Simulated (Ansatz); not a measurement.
Given:

AlN:
```xyz
2
Lattice="2.5934 0.0000 0.0000 0.0000 2.5934 0.0000 0.0000 0.0000 2.5934" Properties=species:S:1:pos:R:3 pbc="T T T"
Al     0.0000     0.0000     0.0000
N      1.2967     1.2967     1.2967
```

This is the PBEsol-relaxed structure.

**Question.** All from PBEsol in the plane-wave PAW code Ansatz, unless another level is named. Predict the electronic character.

**Answer.** metallic (no gap).

**Question.** And the formation energy from the elements (no fitted shifts)?

**Answer.** 0.20 eV/atom.

**Question.** Give the density of states at the Fermi level.

**Answer.** 0.25 states/eV per atom (mean over ±0.08 eV).

Space group Pm-3m (CsCl type). The cell is a constructed one: a structure type filled with these elements; neither database checked (COD, Materials Project) lists it. It is not the phase usual at ambient conditions (space group No. 186, 216). The PBEsol relaxation kept the symmetry of its start. At this level the phase is dynamically unstable (imaginary phonons). The references are the lowest solids computed at this level, not always the standard phases (solids in place of the gases).

Potentials: the earlier of the program's two PAW sets. The files were generated under PBE; for other functionals the program regenerates the frozen cores, and for LDA and PBEsol the local potential too.
